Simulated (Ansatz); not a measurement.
Rb2TlRhF6, in the lowest among the structures calculated here: Fm-3m (No. 225), cF40; a = b = c = 9.0968 Å, α = β = γ = 90.00°; Rb 8c (0.250, 0.250, 0.250); Tl 4b (0.500, 0.500, 0.500); Rh 4a (0.000, 0.000, 0.000); F 24e (0.000, 0.000, 0.218). The numbers are results of r2SCAN (plane waves to 500 eV, PAW, scalar-relativistic; Ansatz, a first-principles code), not measurements. Element references, the lowest calculated here: Rh (Fm-3m), F (R-3m, a generated molecular cell), Tl (P6₃/mmc), Rb (Im-3m); gases are represented by their molecular solids.

Total energies (eV/atom, σ → 0; comparable only within this code, potentials and settings):

| phase | E (eV/atom) |
|---|---|
| Rb2TlRhF6 (Fm-3m) | -2929.665 |
| Rh (Fm-3m) | -6415.317 |
| F (R-3m) | -806.905 |
| Tl (P6₃/mmc) | -11460.432 |
| Rb (Im-3m) | -3278.010 |

Task: What is the formation energy of this Fm-3m form of Rb2TlRhF6 from the elements?

Result: E_f = -2929.665 − [2 × (-3278.010) + 1 × (-11460.432) + 1 × (-6415.317) + 6 × (-806.905)] / 10 = -2.34 eV/atom (-23.4 eV per formula unit).

Static energies, no anion corrections, no zero-point energy. Values are rounded to 0.01 eV/atom. Spin-orbit coupling is missing from these energies, which matters for elements this heavy. The compounds carry no spin polarisation.
